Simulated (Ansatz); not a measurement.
Values for one crystal, relaxed and computed with r²SCAN (plane waves, PAW; program Ansatz); other levels are named.

| Property | Result |
|---|---|
| Volume per atom | 17.90 Å³ |
| Electronic character | metallic (no gap) |
| Formation energy from the elements (no fitted shifts) | -0.38 eV/atom |
| Density of states at the Fermi level | 0.92 states/eV per atom (mean over ±0.08 eV) |

### Question
Pick the material that matches.
A) Sn2Pt, fluorite or antifluorite type
B) CaPd5, P6/mmm (Ca on 1a, Pd on 2c, Pd on 3g)
C) SrAg2, Imma (Sr on 4e, Ag on 8h)
D) ZrRh3, Cu3Au type

### Answer
B, CaPd5, P6/mmm (Ca on 1a, Pd on 2c, Pd on 3g)

The first step of the workflow began from a Materials Project structure, measured or hypothetical; the Crystallography Open Database files this formula in space group No. 191, but the cells were not matched. Its standing as an ambient phase is unchecked. The r²SCAN relaxation kept the symmetry of its start; its stability against distortions is not shown here. No spin polarisation was allowed. The references are the lowest solids computed at this level, not always the standard phases. Spin–orbit coupling is left out wherever it is not named.

Potentials: the later of the program's two PAW sets.
